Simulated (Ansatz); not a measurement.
Generalised stacking fault of Cr (bcc, W type) on the {211} plane. The cell below holds the perfect crystal with the plane normal along z; tilting its third vector by the shift puts one fault into each cell, between planes 1.16 Å apart, at fixed cell height.

```yaml
crystal:
  lattice:
    - [2.46638, 0.00000, 0.00000]
    - [0.00000, 4.02759, 0.00000]
    - [0.00000, 0.00000, 6.97599]
  atoms:
    - { symbol: Cr, position: [0.00000, 0.00000, 0.91667] }
    - { symbol: Cr, position: [0.66667, 0.50000, 0.08333] }
    - { symbol: Cr, position: [0.33333, 0.00000, 0.25000] }
    - { symbol: Cr, position: [0.00000, 0.50000, 0.41667] }
    - { symbol: Cr, position: [0.66667, 0.00000, 0.58333] }
    - { symbol: Cr, position: [0.33333, 0.50000, 0.75000] }
```

In-plane vectors a = (2.466, 0.000) Å, b = (0.000, 4.028) Å, area 9.93 Å². The shift is s times the vector a (length 2.466 Å), so s = 1 restores the start. The shift is rigid: no atom relaxes. γ = [E(shift) − E(0)] / area.

Calculation: PBE (plane waves to 420 eV, PAW, scalar-relativistic; Ansatz, an electronic-structure program). k mesh 16×10×6 (Γ-centred), Fermi-Dirac smearing 0.05 eV. E is the zero-smearing estimate. With partly filled bands, the k mesh leaves noise in γ, roughly 0.02 J/m² as judged from a few cases. Faults lie only 7.0 Å apart, and holding the cell height and the atoms raises γ above its relaxed value. Cr is run without spin polarisation. Cr was relaxed with its symmetry unable to fall. Real Cr orders magnetically; this run has no moments, which shifts volume and moduli. γ is measured from zero shift. The last digit holds for this mesh only.

| s | γ (J/m²) |
|---|---|
| 0.000 | 0.00 |
| 0.083 | 0.20 |
| 0.167 | 0.74 |
| 0.250 | 1.37 |
| 0.333 | 1.77 |
| 0.417 | 1.90 |
| 0.500 | 1.83 |
| 0.583 | 1.71 |
| 0.667 | withheld |
| 0.750 | 1.19 |
| 0.833 | 0.68 |
| 0.917 | 0.20 |

Task: Fit a Fourier form (three harmonics of 1 − cos and sin) to the given rows and predict γ at s = 0.667.

Result: Least squares on the 11 given rows: γ = (0.924)·[1 − cos(2πs)] + (0.089)·sin(2πs) + (0.180)·[1 − cos(4πs)] + (-0.053)·sin(4πs) + (-0.010)·[1 − cos(6πs)], in J/m²; root-mean-square residual 0.005 J/m². At 0.667 the fit gives 1.53 J/m²; the calculation gives 1.53 J/m², the same to the digits shown. 

(The slope of γ gives the shear force per area between the displaced halves; near zero shift its curvature is an elastic stiffness.)
